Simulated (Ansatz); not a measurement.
## InSe$_{2}$: how the energy converges with the cutoff

InSe$_{2}$, P4/nmm, a = 3.895 Å, c = 9.626 Å. The structure is a Materials Project entry; whether it is the stable form wasn't checked. Ansatz: PBEsol, PAW, cutoff varied, Γ-centred 10×10×4 mesh on 6 atoms, Gaussian smearing 0.10 eV; no spin polarisation. Single points at one geometry, the cutoff alone changed; ΔE is the energy at zero smearing over the run at 850 eV (runs within 0.3 meV/atom of it are left out). The runs up to 380 eV lie under the cutoff recommended for these PAW datasets.

| cutoff (eV) | ΔE (meV/atom) |
| --- | --- |
| 150 | ? |
| 200 | 4619.93 |
| 250 | 566.72 |
| 300 | 40.45 |
| 350 | 2.33 |
| 380 | 1.48 |
| 420 | 0.99 |
| 460 | 0.51 |

**Question.** Assume ΔE falls exponentially with the cutoff, fit y = ln ΔE against x, the cutoff in eV, to the other rows, and predict the missing value.

**Answer.** y = 8.438, 6.340, 3.700, 0.846, 0.392, -0.010, -0.673. Means x = 337.1, y = 2.7190; Σ(Δx)² = 51743, ΣΔxΔy = -1903; the slope is their ratio. y = 15.12 − 0.03678 x, a factor of ten per 63 eV. At 150 eV this gives ΔE = 14809.14 meV/atom. The run gave 28304.45, a ratio of 0.52. Between neighbouring rows the decay runs from a factor of ten per 40 eV to one per 229 eV, so one exponential is only a rough guide.